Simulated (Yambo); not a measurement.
Yambo run on CaCd$_{3}$O$_{4}$ (space group Cmmm, No. 65). The wavefunctions come from this Quantum ESPRESSO step (PBEsol, PseudoDojo standard norm-conserving files, scalar-relativistic):

```
&CONTROL
  calculation = 'nscf'
  pseudo_dir = './pseudo'
  outdir = './out'
/
&SYSTEM
  ibrav = 0
  nat = 8
  ntyp = 3
  ecutwfc = 102.0
  ecutrho = 408.0
  occupations = 'fixed'
  force_symmorphic = .true.
  nbnd = 182
/
&ELECTRONS
  conv_thr = 8e-09
  diago_full_acc = .true.
  diago_thr_init = 1e-08
/
ATOMIC_SPECIES
O 15.9990 O.upf
Ca 40.0780 Ca.upf
Cd 112.4140 Cd.upf
CELL_PARAMETERS angstrom
  3.333650000000  -4.733890000000   0.000000000000
  3.333650000000   4.733890000000   0.000000000000
  0.000000000000   0.000000000000   3.370480000000
ATOMIC_POSITIONS crystal
O   0.249440000000   0.750560000000   0.000000000000
O   0.750560000000   0.249440000000   0.000000000000
O   0.748530000000   0.748530000000   0.500000000000
O   0.251470000000   0.251470000000   0.500000000000
Ca   0.500000000000   0.500000000000   0.000000000000
Cd   0.000000000000   0.500000000000   0.500000000000
Cd   0.500000000000  -0.000000000000   0.500000000000
Cd   0.000000000000   0.000000000000   0.000000000000
K_POINTS automatic
2 2 4 0 0 0
```

Yambo input:

```
rim_cut
gw0
dyson
el_el_corr
HF_and_locXC
ppa
em1d
RandQpts= 1000000
RandGvec= 1 Ry
EXXRLvcs= 102 Ry
VXCRLvcs= 408 Ry
Chimod= "HARTREE"
% BndsRnXp
 13 | 181 |
%
NGsBlkXp= 7 Ry
% LongDrXp
 1.0 | 1.0 | 1.0 |
%
PPAPntXp= 27.2114 eV
% GbndRnge
 1 | 181 |
%
GTermKind= "BG"
DysSolver= "n"
ExtendOut
% QPkrange
 1 | 1 | 47 | 48 |
 3 | 3 | 47 | 48 |
 4 | 4 | 47 | 48 |
 6 | 6 | 47 | 48 |
 7 | 7 | 47 | 48 |
 9 | 9 | 47 | 48 |
%
```

k points by index: 1 = Γ, 3 = (0, 0, -0.5), 4 = (0, -0.5, 0), 6 = (0, -0.5, -0.5), 7 = (-0.5, -0.5, 0), 9 = (-0.5, -0.5, -0.5).

Resulting energies as the program prints them:

```
#    K-point    Band    Eo [eV]    E [eV]    E-Eo [eV]    Vxc [eV]    Vnlxc [eV]    Sc|Eo [eV]    Sc|E [eV]    dSc/dw|Eo [eV]    Re(Z)    Im(Z)
#
    1    47    0.000000    -0.354052    -0.354052    -21.69616    -26.49048    4.340554    4.440265    -7.660769    0.780316    -0.001382
    1    48    0.171800    0.688952    0.517152    -13.72052    -10.01566    -3.077650    -3.187705    -5.790126    0.824548    -0.001032
    3    47    -0.112991    -0.455285    -0.342294    -21.58012    -26.45639    4.436515    4.533970    -7.744728    0.778442    -0.001308
    3    48    4.742818    5.768066    1.025248    -15.48662    -10.45572    -3.772234    -4.005658    -6.196030    0.814527    0.001861
    4    47    -0.378299    -0.794561    -0.416262    -20.71095    -25.90857    4.662105    4.781352    -7.792792    0.777373    -0.001357
    4    48    2.879451    3.644789    0.765338    -16.26534    -12.44133    -2.874623    -3.058675    -6.543347    0.806149    -0.001068
    6    47    -0.549197    -1.002935    -0.453738    -20.65749    -26.01472    4.772580    4.903496    -7.848546    0.776136    -0.001560
    6    48    4.847649    5.857951    1.010302    -14.34726    -8.936558    -4.189800    -4.400400    -5.672754    0.827412    0.008181
    7    47    -0.120803    -0.462262    -0.341459    -21.63265    -26.47999    4.409057    4.505887    -7.713890    0.779129    -0.001301
    7    48    3.445151    4.401609    0.956458    -15.76884    -11.21829    -3.373434    -3.594093    -6.277479    0.812550    -0.640511E-3
    9    47    -0.001524    -0.347945    -0.346420    -21.68409    -26.43076    4.302766    4.400251    -7.654752    0.780451    -0.001382
    9    48    3.531398    4.519411    0.988013    -13.50575    -8.059758    -4.261178    -4.457980    -5.419689    0.833909    -0.001015
```
(The two width columns are left out.) Convergence of these settings isn't established.

Spin-orbit coupling is not included.

Geometry of the Materials Project entry, not relaxed at this level.

The structure is a Materials Project entry; no match was found in the copy of COD used, and its stability was not checked.
